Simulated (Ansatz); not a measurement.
An Ansatz input and the part of its output that reports the observables at the nuclei.

The cell is a Materials Project structure (computed, not necessarily an observed phase).

```yaml
crystal:
  lattice:
    - [13.050215, 0.0, 0.0]
    - [0.0, 3.964236, 0.0]
    - [0.0, 0.0, 14.310917]
  atoms:
    - { symbol: Sb, position: [0.893586, 0.25, 0.737052] }
    - { symbol: Sb, position: [0.393586, 0.25, 0.762948] }
    - { symbol: Sb, position: [0.106414, 0.75, 0.262948] }
    - { symbol: Sb, position: [0.606414, 0.75, 0.237052] }
    - { symbol: Sb, position: [0.654277, 0.25, 0.614846] }
    - { symbol: Sb, position: [0.345723, 0.75, 0.385154] }
    - { symbol: Sb, position: [0.845723, 0.75, 0.114846] }
    - { symbol: Sb, position: [0.154277, 0.25, 0.885154] }
    - { symbol: Se, position: [0.214398, 0.25, 0.432159] }
    - { symbol: Se, position: [0.205312, 0.25, 0.707867] }
    - { symbol: Se, position: [0.794688, 0.75, 0.292133] }
    - { symbol: Se, position: [0.785602, 0.75, 0.567841] }
    - { symbol: Se, position: [0.705312, 0.25, 0.792133] }
    - { symbol: Se, position: [0.294688, 0.75, 0.207867] }
    - { symbol: Se, position: [0.040169, 0.25, 0.147198] }
    - { symbol: Se, position: [0.285602, 0.75, 0.932159] }
    - { symbol: Se, position: [0.540169, 0.25, 0.352802] }
    - { symbol: Se, position: [0.714398, 0.25, 0.067841] }
    - { symbol: Se, position: [0.459831, 0.75, 0.647198] }
    - { symbol: Se, position: [0.959831, 0.75, 0.852802] }
kpoints:
  mp_grid: { grid: [3, 7, 2] }
scf:
  occupations: { method: fermi_dirac, width: 0.02 }
hamiltonian:
  xc: pbe
  pseudopotentials: { kind: paw }
output:
  forces: true
  stress: true
  populations: true
  efg: { quadrupole_moments_barn: { Sb: -0.543 }, contact_densities: true }
```

```sh
ansatz run input.yaml --threads 2 --pin off --max-ram 5120MiB --backend cpu --events-out ev --progress --plain --runs-dir out
```

Of the output, the block on the nuclei alone is shown; the set-up, the SCF iterations, energies, forces and stress are cut. One atom of each set with nearly equal values is shown.

```
--- PAW observables at the nuclei: V_zz in 10²¹ V/m², potentials from the cell's mean, atoms counted from 1 ---
  atom   1  Sb V_zz =   -20.031986   η = 0.0559   by run symmetry: allowed   C_q = +263.0136 MHz
            electrostatic potential = -8402.903510 V   contact ρ = 1350157.383480 e/Å³
  atom   5  Sb V_zz =   -16.555377   η = 0.1736   by run symmetry: allowed   C_q = +217.3668 MHz
            electrostatic potential = -8402.987114 V   contact ρ = 1350157.849691 e/Å³
  atom   9  Se V_zz =   -28.589644   η = 0.3736   by run symmetry: allowed
            electrostatic potential = -4707.087414 V   contact ρ = 262892.008676 e/Å³
  atom  10  Se V_zz =   -43.185675   η = 0.1481   by run symmetry: allowed
            electrostatic potential = -4707.238783 V   contact ρ = 262892.113743 e/Å³
  atom  15  Se V_zz =   -29.898081   η = 0.2123   by run symmetry: allowed
            electrostatic potential = -4706.904050 V   contact ρ = 262892.189704 e/Å³
```

The run took 2.3 min of wall time (4.5 min of CPU time) and 2.4 GiB at its peak, on 2 threads of Arm Neoverse V2 (aarch64; 28 cores open to the job, memory cap 5.0 GiB, no GPU), a shared host with a load of 1.0 a core.

Without spin–orbit coupling (the program notes it for Sb) the gradients can shift somewhat, as the gap is small. With these PAW files V_zz is typically within 2 to 3 % of all-electron values, but misses above 10 % occur on Sb. With a gap of 0.5 eV on this mesh, the gradients can still move by some per cent as the k-mesh gets denser.
